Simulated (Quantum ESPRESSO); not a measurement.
# Nb4ZrAlIn2: finding a planted mistake in a log

Computed values, not a measurement. The program is pw.x of Quantum ESPRESSO 7.5 (plane-wave density functional theory). The cell is made up: eight metal atoms on a hexagonal close-packed lattice, with elements, volume, strain and displacements drawn at random and not relaxed, so it may be unstable or far from any real phase. PseudoDojo standard norm-conserving files set the functional (PBE unless stated); there is no spin polarisation or spin-orbit coupling, the Fermi-Dirac width of 0.25 eV means electrons at about 2900 K, and the masses in the input are unused placeholders. A spin test at this wide smearing found no moment, but such smearing suppresses magnetism that the real alloy may have.

Intended input:

```
&control calculation='scf', pseudo_dir='./dojo.nc.sr.pbe.v0_5.standard.upf', outdir='./o', disk_io='minimal', tprnfor=.true., tstress=.true. /
&system ibrav=0, nat=8, ntyp=4, nbnd=61, ecutwfc=82.02448710, nosym=.true., tot_charge=0,
 occupations='smearing', smearing='fd', degauss=0.0183746611
/
&electrons conv_thr=1.470e-08, electron_maxstep=70, mixing_beta=0.5 /
ATOMIC_SPECIES
Al 1.0 Al.upf
In 1.0 In.upf
Nb 1.0 Nb.upf
Zr 1.0 Zr.upf
CELL_PARAMETERS angstrom
-3.1201 -0.0008 0.0162
0.0013 5.2837 -0.0459
1.6127 -2.5544 -10.2591
ATOMIC_POSITIONS angstrom
Nb 0.0662 0.1077 -0.0217
Zr -0.0404 1.7311 -2.4793
Al 0.0386 0.0515 -5.0118
In -0.0693 1.9169 -7.6951
In -1.7001 2.6042 0.1122
Nb -1.4547 4.4944 -2.6119
Nb -1.5732 2.5775 -5.0508
Nb -1.4553 -0.9857 -7.6348
K_POINTS automatic
8 5 3 1 1 1
```

The log is shortened where brackets say so; the opening notice, blank lines, dates and the lines on written files are dropped, and the path of the files is cut. It prints rydbergs, bohrs and kilobars, and counts compression as positive stress. Its total energy is the free energy E - TS of the whole cell.

Log of the intended run:

```
     Program PWSCF v.7.5
     Parallel version (MPI & OpenMP), running on       4 processor cores
     Number of MPI processes:                 4
     Threads/MPI process:                     1
     [start-up lines left out]
     bravais-lattice index     =            0
     lattice parameter (alat)  =       5.8962  a.u.
     unit-cell volume          =    1142.8705 (a.u.)^3
     number of atoms/cell      =            8
     number of atomic types    =            4
     number of electrons       =        93.00
     number of Kohn-Sham states=           61
     kinetic-energy cutoff     =      82.0245  Ry
     charge density cutoff     =     328.0979  Ry
     scf convergence threshold =      1.5E-08
     mixing beta               =       0.5000
     number of iterations used =            8  plain     mixing
     Exchange-correlation= PBE
                           (   1   4   3   4   0   0   0)
     [axes and pseudopotential details left out]
   Cartesian axes
     site n.     atom                  positions (alat units)
         1        Nb     tau(   1) = (   0.0212170   0.0345177  -0.0069548  )
         2        Zr     tau(   2) = (  -0.0129481   0.5548145  -0.7946112  )
         3        Al     tau(   3) = (   0.0123712   0.0165057  -1.6062730  )
         4        In     tau(   4) = (  -0.0222105   0.6143630  -2.4662658  )
         5        In     tau(   5) = (  -0.5448790   0.8346415   0.0359599  )
         6        Nb     tau(   6) = (  -0.4662288   1.4404472  -0.8371093  )
         7        Nb     tau(   7) = (  -0.5042078   0.8260842  -1.6187724  )
         8        Nb     tau(   8) = (  -0.4664211  -0.3159151  -2.4469398  )
     number of k points=    60  Fermi-Dirac smearing, width (Ry)=  0.0184
                       cart. coord. in units 2pi/alat
        k(    1) = (  -0.0629059   0.0584151  -0.0751223), wk =   0.0333333
        k(    2) = (  -0.0618550   0.0601738   0.1273610), wk =   0.0333333
     [further k points left out]
     Dense  grid:   114645 G-vectors     FFT dimensions: (  36,  60, 120)
     Estimated max dynamical RAM per process >     380.99 MB
     Estimated total dynamical RAM >       1.41 GB
     Initial potential from superposition of free atoms
     starting charge      92.9781, renormalised to      93.0000
     Starting wfcs are   72 randomized atomic wfcs
     total cpu time spent up to now is        5.6 secs
     per-process dynamical memory:   310.3 Mb
     Self-consistent Calculation
     iteration #  1     ecut=    82.02 Ry     beta= 0.50
     Davidson diagonalization with overlap
     ethr =  1.00E-02,  avg # of iterations =  2.2
     total cpu time spent up to now is       15.4 secs
     total energy              =    -868.05545662 Ry
     estimated scf accuracy    <       3.17946200 Ry
     iteration #  2     ecut=    82.02 Ry     beta= 0.50
     Davidson diagonalization with overlap
     ethr =  3.42E-03,  avg # of iterations =  6.2
     total cpu time spent up to now is       29.8 secs
     total energy              =    -865.78023085 Ry
     estimated scf accuracy    <      89.82319476 Ry
     [iterations 3 to 16 left out]
     iteration # 17     ecut=    82.02 Ry     beta= 0.50
     Davidson diagonalization with overlap
     ethr =  1.93E-10,  avg # of iterations =  1.6
     total cpu time spent up to now is      185.5 secs
     total energy              =    -869.93211842 Ry
     estimated scf accuracy    <       0.00000002 Ry
     iteration # 18     ecut=    82.02 Ry     beta= 0.50
     Davidson diagonalization with overlap
     ethr =  2.43E-11,  avg # of iterations =  3.9
     total cpu time spent up to now is      195.5 secs
     End of self-consistent calculation
     [lines on levels left out]
!    total energy              =    -869.93211842 Ry
     estimated scf accuracy    <          4.2E-09 Ry
     smearing contrib. (-TS)   =      -0.12065464 Ry
     internal energy E=F+TS    =    -869.81146378 Ry
     The total energy is F=E-TS. E is the sum of the following terms:
     one-electron contribution =    -227.74740172 Ry
     hartree contribution      =     165.81789371 Ry
     xc contribution           =    -206.46301206 Ry
     ewald contribution        =    -601.41894372 Ry
     convergence has been achieved in  18 iterations
     Forces acting on atoms (cartesian axes, Ry/au):
     atom    1 type  3   force =    -0.01388428   -0.03536055    0.00824400
     atom    2 type  4   force =     0.00318189    0.02045534   -0.01340309
     atom    3 type  1   force =    -0.00118721   -0.02256521   -0.01196989
     atom    4 type  2   force =     0.01881986   -0.05495097    0.00717258
     atom    5 type  2   force =     0.02210950    0.03556409   -0.00178882
     atom    6 type  3   force =    -0.01050408   -0.02031876   -0.01101814
     atom    7 type  3   force =    -0.00084019    0.02955803   -0.00619111
     atom    8 type  3   force =    -0.01769549    0.04761802    0.02895448
     Total force =     0.113717     Total SCF correction =     0.000109
     Computing stress (Cartesian axis) and pressure
          total   stress  (Ry/bohr**3)                   (kbar)     P=      -68.58
  -0.00054255   0.00000211   0.00003269          -79.81        0.31        4.81
   0.00000211  -0.00025016  -0.00001664            0.31      -36.80       -2.45
   0.00003269  -0.00001664  -0.00060579            4.81       -2.45      -89.12
     init_run     :      5.23s CPU      5.41s WALL (       1 calls)
     electrons    :    189.16s CPU    189.89s WALL (       1 calls)
     forces       :      1.76s CPU      1.78s WALL (       1 calls)
     stress       :      6.06s CPU      6.06s WALL (       1 calls)
     [timing details left out]
     PWSCF        :   3m22.39s CPU   3m23.38s WALL
     JOB DONE.
```

A second run was made from an input with one planted mistake. Its log:

```
     Program PWSCF v.7.5
     Parallel version (MPI & OpenMP), running on       4 processor cores
     Number of MPI processes:                 4
     Threads/MPI process:                     1
     [start-up lines left out]
     bravais-lattice index     =            0
     lattice parameter (alat)  =       5.8962  a.u.
     unit-cell volume          =    1142.8705 (a.u.)^3
     number of atoms/cell      =            8
     number of atomic types    =            4
     number of electrons       =        93.00
     number of Kohn-Sham states=           61
     kinetic-energy cutoff     =      82.0245  Ry
     charge density cutoff     =     328.0979  Ry
     scf convergence threshold =      1.5E-08
     mixing beta               =       0.5000
     number of iterations used =            8  plain     mixing
     Exchange-correlation= PBE
                           (   1   4   3   4   0   0   0)
     [axes and pseudopotential details left out]
   Cartesian axes
     site n.     atom                  positions (alat units)
         1        Nb     tau(   1) = (   0.0212170   0.0345177  -0.0069548  )
         2        Zr     tau(   2) = (  -0.0129481   0.5548145  -0.7946112  )
         3        Al     tau(   3) = (   0.0123712   0.0165057  -1.6062730  )
         4        In     tau(   4) = (  -0.0222105   0.5887232  -2.4662658  )
         5        In     tau(   5) = (  -0.5448790   0.8346415   0.0359599  )
         6        Nb     tau(   6) = (  -0.4662288   1.4404472  -0.8371093  )
         7        Nb     tau(   7) = (  -0.5042078   0.8260842  -1.6187724  )
         8        Nb     tau(   8) = (  -0.4664211  -0.3159151  -2.4469398  )
     number of k points=    60  Fermi-Dirac smearing, width (Ry)=  0.0184
                       cart. coord. in units 2pi/alat
        k(    1) = (  -0.0629059   0.0584151  -0.0751223), wk =   0.0333333
        k(    2) = (  -0.0618550   0.0601738   0.1273610), wk =   0.0333333
     [further k points left out]
     Dense  grid:   114645 G-vectors     FFT dimensions: (  36,  60, 120)
     Estimated max dynamical RAM per process >     380.99 MB
     Estimated total dynamical RAM >       1.41 GB
     Initial potential from superposition of free atoms
     starting charge      92.9781, renormalised to      93.0000
     Starting wfcs are   72 randomized atomic wfcs
     total cpu time spent up to now is        6.2 secs
     per-process dynamical memory:   310.3 Mb
     Self-consistent Calculation
     iteration #  1     ecut=    82.02 Ry     beta= 0.50
     Davidson diagonalization with overlap
     ethr =  1.00E-02,  avg # of iterations =  2.2
     total cpu time spent up to now is       17.1 secs
     total energy              =    -868.01901089 Ry
     estimated scf accuracy    <       3.24017889 Ry
     iteration #  2     ecut=    82.02 Ry     beta= 0.50
     Davidson diagonalization with overlap
     ethr =  3.48E-03,  avg # of iterations =  6.3
     total cpu time spent up to now is       33.4 secs
     total energy              =    -865.73288857 Ry
     estimated scf accuracy    <      91.45203869 Ry
     [iterations 3 to 16 left out]
     iteration # 17     ecut=    82.02 Ry     beta= 0.50
     Davidson diagonalization with overlap
     ethr =  2.30E-10,  avg # of iterations =  1.4
     total cpu time spent up to now is      205.9 secs
     total energy              =    -869.93857766 Ry
     estimated scf accuracy    <       0.00000002 Ry
     iteration # 18     ecut=    82.02 Ry     beta= 0.50
     Davidson diagonalization with overlap
     ethr =  2.07E-11,  avg # of iterations =  4.4
     total cpu time spent up to now is      217.1 secs
     End of self-consistent calculation
     [lines on levels left out]
!    total energy              =    -869.93857766 Ry
     estimated scf accuracy    <          1.9E-09 Ry
     smearing contrib. (-TS)   =      -0.12033781 Ry
     internal energy E=F+TS    =    -869.81823985 Ry
     The total energy is F=E-TS. E is the sum of the following terms:
     one-electron contribution =    -226.14911820 Ry
     hartree contribution      =     165.01761104 Ry
     xc contribution           =    -206.44974471 Ry
     ewald contribution        =    -602.23698798 Ry
     convergence has been achieved in  18 iterations
     Forces acting on atoms (cartesian axes, Ry/au):
     atom    1 type  3   force =    -0.01364358   -0.03511561    0.00969529
     atom    2 type  4   force =     0.00327244    0.02036510   -0.01347331
     atom    3 type  1   force =    -0.00116549   -0.02343991   -0.01126919
     atom    4 type  2   force =     0.01574897   -0.03087253    0.00918472
     atom    5 type  2   force =     0.02204709    0.03333956   -0.00466482
     atom    6 type  3   force =    -0.01052718   -0.02034375   -0.01088336
     atom    7 type  3   force =    -0.00068898    0.02985450   -0.00756870
     atom    8 type  3   force =    -0.01504328    0.02621264    0.02897936
     Total force =     0.095122     Total SCF correction =     0.000076
     Computing stress (Cartesian axis) and pressure
          total   stress  (Ry/bohr**3)                   (kbar)     P=      -72.41
  -0.00057115   0.00001733   0.00003236          -84.02        2.55        4.76
   0.00001733  -0.00029506  -0.00001086            2.55      -43.40       -1.60
   0.00003236  -0.00001086  -0.00061051            4.76       -1.60      -89.81
     init_run     :      5.83s CPU      6.10s WALL (       1 calls)
     electrons    :    210.37s CPU    210.92s WALL (       1 calls)
     forces       :      1.92s CPU      1.93s WALL (       1 calls)
     stress       :      6.44s CPU      6.44s WALL (       1 calls)
     [timing details left out]
     PWSCF        :   3m44.68s CPU   3m45.57s WALL
     JOB DONE.
```

Question: the log repeats what the program read. Compare it with the intended run: what was wrong in the second input?

Answer: one coordinate of one atom is wrong. The input lines that differ:

```
- In -0.0693 1.9169 -7.6951
+ In -0.0693 1.8369 -7.6951
```

|  | intended run | run with the mistake |
| --- | --- | --- |
| free energy (eV) | -11836.029 | -11836.117 |
| entropy term -TS, part of it (eV) | -1.642 | -1.637 |
| pressure (GPa) | -6.86 | -7.24 |
| size of the largest force component (eV/Å) | 1.413 | 0.903 |
| largest change of a force component (eV/Å) |  | 0.619 |
| iterations | 18 | 18 |

For scale, a rerun of the intended cell at a higher cutoff and on a denser mesh moved values by no more than 0.004 eV in energy, 0.06 GPa in stress and 0.006 eV/Å in force, and a second program with other atomic files agreed on that cell to 2 % rms in force and 0.5 GPa in pressure.